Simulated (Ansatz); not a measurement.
Theory: DFT PBE, scalar-relativistic, plane waves, PAW in Ansatz 0.2.0. Settings: cutoff 420 eV, Γ-centred meshes spaced at most about 0.3 Å⁻¹, and about 0.25 Å⁻¹ or finer for metals (2π included), Gaussian smearing. No spin polarisation in the final relaxations.

Each of these unrelaxed guesses is relaxed in cell and atoms within its symmetry. A guess keeps its type if space group and coordination stay and the shape of the cell changes little (axis ratios within about 15 %, angles within 6°); the volume may change.

1. Zr4F

```cif
data_structure
_symmetry_space_group_name_H-M 'Im-3m'
_symmetry_Int_Tables_number 229
_cell_length_a 5.3338
_cell_length_b 5.3338
_cell_length_c 5.3338
_cell_angle_alpha 90.000
_cell_angle_beta 90.000
_cell_angle_gamma 90.000
_cell_volume 151.74
loop_
_atom_site_label
_atom_site_type_symbol
_atom_site_symmetry_multiplicity
_atom_site_Wyckoff_symbol
_atom_site_fract_x
_atom_site_fract_y
_atom_site_fract_z
_atom_site_occupancy
Zr1 Zr 8 c 0.25000 0.25000 0.75000 1
F1 F 2 a 0.00000 0.00000 0.00000 1
```

2. ZnCd3Te2

```cif
data_structure
_symmetry_space_group_name_H-M 'P6mm'
_symmetry_Int_Tables_number 183
_cell_length_a 6.1970
_cell_length_b 6.1970
_cell_length_c 4.3526
_cell_angle_alpha 90.000
_cell_angle_beta 90.000
_cell_angle_gamma 120.000
_cell_volume 144.76
loop_
_atom_site_label
_atom_site_type_symbol
_atom_site_symmetry_multiplicity
_atom_site_Wyckoff_symbol
_atom_site_fract_x
_atom_site_fract_y
_atom_site_fract_z
_atom_site_occupancy
Zn1 Zn 1 a 0.00000 0.00000 0.88881 1
Cd1 Cd 3 c 0.50000 0.50000 0.45952 1
Te1 Te 2 b 0.66667 0.33333 0.96314 1
```

3. Zn2Cd3S5

```cif
data_structure
_symmetry_space_group_name_H-M 'I-4m2'
_symmetry_Int_Tables_number 119
_cell_length_a 3.9588
_cell_length_b 3.9588
_cell_length_c 27.9930
_cell_angle_alpha 90.000
_cell_angle_beta 90.000
_cell_angle_gamma 90.000
_cell_volume 438.71
loop_
_atom_site_label
_atom_site_type_symbol
_atom_site_symmetry_multiplicity
_atom_site_Wyckoff_symbol
_atom_site_fract_x
_atom_site_fract_y
_atom_site_fract_z
_atom_site_occupancy
Zn1 Zn 4 e 0.50000 0.50000 0.10000 1
Cd1 Cd 4 e 0.00000 0.00000 0.20000 1
Cd2 Cd 2 a 0.00000 0.00000 0.00000 1
S1 S 4 f 0.50000 0.00000 0.15000 1
S2 S 2 c 0.00000 0.50000 0.25000 1
S3 S 4 f 0.00000 0.50000 0.45000 1
```

Q: Which guesses survive the relaxation?

A: Guesses 1 and 3 keep their type. Symmetry leaves only the cell edge free in guess 1, so these can't change.

| guess | kept | start group | end group | V start (Å³/atom) | V end | b/a and c/a, end over start | nearest neighbours start | nearest neighbours end |
| --- | --- | --- | --- | --- | --- | --- | --- | --- |
| 1 | yes | Im-3m | Im-3m | 15.2 | 21.2 | 1.00, 1.00 | F 8, Zr 2 | F 8, Zr 2 |
| 2 | no | P6mm | P6/mmm | 24.1 | 34.2 | - | Cd 8, Te 6, Zn 18 | Cd 4, Te 6, Zn 8 |
| 3 | yes | I-4m2 | I-4m2 | 21.9 | 23.5 | 1.00, 1.01 | Cd 4, S 4, Zn 4 | Cd 4, S 4, Zn 4 |

Neighbours count within 15 % of an atom's shortest distance; end groups are read at 0.02 Å (0.05 Å in metals).

These runs have no spin–orbit coupling, which can matter for Te. Cells relaxed within their symmetry can be saddle points.
